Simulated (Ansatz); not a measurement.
InAs:
```
InAs
1.0
    0.00000     3.05416     3.05416
    3.05416     0.00000     3.05416
    3.05416     3.05416     0.00000
As In
1 1
Cartesian
  4.58124   4.58124   4.58124
  0.00000   0.00000   0.00000
```

Relaxed with r²SCAN.

**Question.** List the phonon frequencies at the special points (DFPT on a 4×4×4 q-mesh, Fourier-interpolated; DFT-r²SCAN in the program Ansatz with PAW potentials).

**Answer.** In cm⁻¹; no LO–TO term at Γ, as the run had none.

| q | frequencies |
|---|---|
| Γ | 0 0 0 210 210 210 |
| X | 54 54 168 196 211 211 |
| U | 58 71 152 185 210 223 |
| K | 58 71 152 185 210 223 |
| L | 44 44 152 204 210 210 |
| W | 65 79 147 181 212 223 |

Space group F-43m (zinc blende). The r²SCAN relaxation kept the symmetry of its start; phonons on a q-mesh show no instability.

Potentials: the later of the program's two PAW sets.
